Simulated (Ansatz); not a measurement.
Ta₃Ru:
```yaml
crystal:
  lattice:
    - [0.00000, 3.19618, 3.19618]
    - [3.19618, 0.00000, 3.19618]
    - [3.19618, 3.19618, 0.00000]
  atoms:
    - { symbol: Ta, position: [0.25000, 0.25000, 0.25000] }
    - { symbol: Ta, position: [0.75000, 0.75000, 0.75000] }
    - { symbol: Ta, position: [0.50000, 0.50000, 0.50000] }
    - { symbol: Ru, position: [0.00000, 0.00000, 0.00000] }
```

Relaxed with PBEsol. Special points in fractions of this cell's reciprocal vectors: Γ (0.000, 0.000, 0.000); X (0.500, 0.000, 0.500); U (0.625, 0.250, 0.625); K (0.375, 0.375, 0.750); L (0.500, 0.500, 0.500); W (0.500, 0.250, 0.750).

### Question
List the band energies nearest the Fermi level at these points for PBEsol (plane waves, PAW; program Ansatz).

### Answer
In eV from the Fermi level; about four levels below and three above (degenerate sets whole), none deeper than 8.9 eV; points with the same levels are listed once.

| k | below | above |
|---|---|---|
| Γ | -1.87 -1.87 -1.87 -0.17 -0.17 -0.17 | 1.00 1.00 4.65 4.65 |
| X | -2.74 -1.55 -0.23 -0.23 | 0.40 0.80 0.80 |
| U | -1.20 -0.60 -0.54 -0.28 | 0.76 0.99 1.38 |
| L | -2.33 -2.33 -1.93 -1.50 -1.50 | 1.72 1.72 2.71 2.71 |
| W | -1.03 -1.00 -0.85 -0.85 | 0.47 1.51 1.51 |

Space group Fm-3m. The first step of the workflow began from a Materials Project structure, measured or hypothetical; the Crystallography Open Database copy checked does not list it. With Ta and Ru taken as one species the cell has the higher symmetry Im-3m, so it may be an ordered model of a mixed-site phase. Its standing as an ambient phase is unchecked. Symmetry was held in the PBEsol relaxation; whether a distortion lowers the energy is not shown. The run is not spin-polarised. Scalar-relativistic: spin–orbit coupling is off unless named, which matters more the heavier the elements.

Potentials: the later of the program's two PAW sets.
